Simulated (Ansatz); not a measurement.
The start is a relaxed Cu cell, doubled along one cell vector, shaken by Gaussian noise of σ = 0.08 Å a coordinate. The cell and all atomic positions are relaxed at zero pressure with PBEsol (plane waves to 420 eV, PAW, scalar-relativistic; Ansatz, a program for electronic structure). First-step values are on the input's coarse k-mesh.

Ansatz input (later rounds restart from its end on a renewed k-mesh):
Ansatz 0.2 input:
```yaml
crystal:
  lattice:
    - [5.0225385632, 0, 0]
    - [-1.2556346408, 2.1748229936, 0]
    - [0, 0, 4.1437066693]
  atoms:
    - { symbol: Cu, position: [0.3251671821, 0.3301003965, 0.224324011] }
    - { symbol: Cu, position: [0.8568864029, 0.272465394, 0.2577882583] }
    - { symbol: Cu, position: [0.1591030569, 0.7257365942, 0.760151187] }
    - { symbol: Cu, position: [0.6799588739, 0.7271707129, 0.7043880547] }
basis: { ecutwfc: 420, ecutrho_ratio: 4, xc_grid: 2, fft_grid_basis: typed }
kpoints: { mp_grid: { grid: [8, 15, 8] } }
hamiltonian:
  xc: pbesol
  dispersion: none
  pseudopotentials: { azcp: { folder: ./paw }, kind: paw }
scf: { occupations: { method: fermi_dirac, width: 0.05 } }
relax: { f_tol: 0.01, max_steps: 100, cell: { stress_tol: 0.02 } }
output: { forces: true, stress: true }
```

Q: What pressure does the first self-consistent step give?

A: +5.5 GPa (positive: the cell is compressed).

Q: What is the largest force in the starting geometry, and on which atom (counted from 1)?

A: 2.02 eV/Å, on Cu4 (atoms numbered as listed).

Q: How much energy is released per atom?

A: 0.12 eV/atom.

Q: Does it find its way back to the structure it was made from?

A: The parent structure is recovered, P6₃/mmc (No. 194).

Q: How do the shortest distances between atoms change?

A: The closest pairs of elements (up to four, under 3.6 Å), start → end: Cu–Cu 2.21 → 2.51 Å.

Q: What band gap does the relaxed structure have at this level?

A: No gap (metallic).

Final structure:

Space group P6₃/mmc (No. 194); a = b = 2.511 Å, c = 4.144 Å, α = β = 90.00°, γ = 120.00°

| atom | site | symmetry | x | y | z |
|---|---|---|---|---|---|
| Cu | 2c | -6m2 | 0.3333 | 0.6667 | 0.2500 |

Final values are on a 21×21×11 k-mesh of the relaxed cell. No spin polarisation in the result.

The relaxed structure here is a generated cell of Cu: the first start was made by a random draw of sites in a space group, and the end was not matched to a known phase here, so it may be hypothetical. Known forms of Cu include space group No. 225.
